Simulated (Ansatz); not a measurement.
ZrMo:
```yaml
crystal:
  lattice:
    - [3.34096, 0.00000, 0.00000]
    - [0.00000, 3.34096, 0.00000]
    - [0.00000, 0.00000, 3.34096]
  atoms:
    - { symbol: Mo, position: [0.00000, 0.00000, 0.00000] }
    - { symbol: Zr, position: [0.50000, 0.50000, 0.50000] }
```

Relaxed with PBE. Special points in fractions of this cell's reciprocal vectors: Γ (0.000, 0.000, 0.000); X (0.000, 0.500, 0.000); M (0.500, 0.500, 0.000); R (0.500, 0.500, 0.500).

Problem. List the band energies nearest the Fermi level at these points for the program Ansatz at the PBE level (PAW).

Solution. In eV from the Fermi level; about four levels below and three above (degenerate sets whole), none deeper than 8.9 eV; points with the same levels are listed once.

```json
[
 {"k": "Γ", "below": "-5.72 -3.49 -3.49", "above": "0.25 0.25 0.25"},
 {"k": "X", "below": "-2.43 -2.27 -1.51 -0.22", "above": "0.27 0.27 1.36"},
 {"k": "M", "below": "-3.61 -3.40 -1.55 -1.55", "above": "2.31 2.31 2.56"},
 {"k": "R", "below": "-1.17 -1.17 -1.17 -0.77 -0.77 -0.77", "above": "2.66 2.66 5.76 5.76"}
]
```

Space group Pm-3m (CsCl type). The start of the workflow was typed in or built on a structure type; neither database checked (COD, Materials Project) lists it. Its standing as an ambient phase is unchecked. Symmetry was held in the PBE relaxation; its stability against distortions is not shown here. The run is not spin-polarised. Scalar-relativistic: spin–orbit coupling is off unless named, which matters more the heavier the elements.

Potentials: the earlier of the program's two PAW sets.
